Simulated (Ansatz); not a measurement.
Co2SiB2:
```xyz
5
Lattice="1.4862 -5.1801 0.0000 1.4862 5.1801 0.0000 0.0000 0.0000 2.7219" Properties=species:S:1:pos:R:3 pbc="T T T"
Si     0.0000     0.0000     0.0000
Co     1.4862     1.4063     1.3610
Co     1.4862    -1.4063     1.3610
B      1.4862     3.0471     0.0000
B      1.4862    -3.0471     0.0000
```

Relaxed with r²SCAN. Special points in fractions of this cell's reciprocal vectors: Γ (0.000, 0.000, 0.000); Y (-0.500, 0.500, 0.000); C0 (-0.271, 0.729, 0.000); Σ0 (0.271, 0.271, 0.000); Z (0.000, 0.000, 0.500); A0 (0.271, 0.271, 0.500); E0 (-0.271, 0.729, 0.500); T (-0.500, 0.500, 0.500); S (0.000, 0.500, 0.000); R (0.000, 0.500, 0.500).

Question: List the band energies nearest the Fermi level at these points for r²SCAN in the plane-wave PAW code Ansatz.

Answer: In eV from the Fermi level; about four levels below and three above (degenerate sets whole), none deeper than 8.9 eV; points with the same levels are listed once.

```
k                     below           above
--  -----------------------  --------------
Γ   -1.34 -1.21 -0.65 -0.32  1.09 2.59 4.10
Y   -1.53 -1.26 -1.22 -0.08  0.92 2.30 4.88
C0  -1.12 -1.12 -1.06 -0.79  2.28 3.39 5.72
Z   -2.02 -1.67 -0.73 -0.46  1.35 1.98 2.35
A0  -1.58 -0.94 -0.88 -0.51  0.46 1.56 2.30
T   -2.32 -1.03 -0.54 -0.39  1.77 1.78 2.74
S   -1.22 -1.10 -0.99 -0.83  2.24 4.00 5.94
R   -1.53 -0.90 -0.90 -0.54  0.41 1.53 2.25
```

Space group Cmmm. The start of the workflow was typed in or built on a structure type; neither database checked (COD, Materials Project) lists it. Its standing as an ambient phase is unchecked. The cell was relaxed with r²SCAN under the symmetry of its start; its stability against distortions is not shown here. The workflow began spin-polarised and lost its moments.

Potentials: the earlier of the program's two PAW sets. The files were generated under PBE; for other functionals the program regenerates the frozen cores, and for LDA and PBEsol the local potential too.
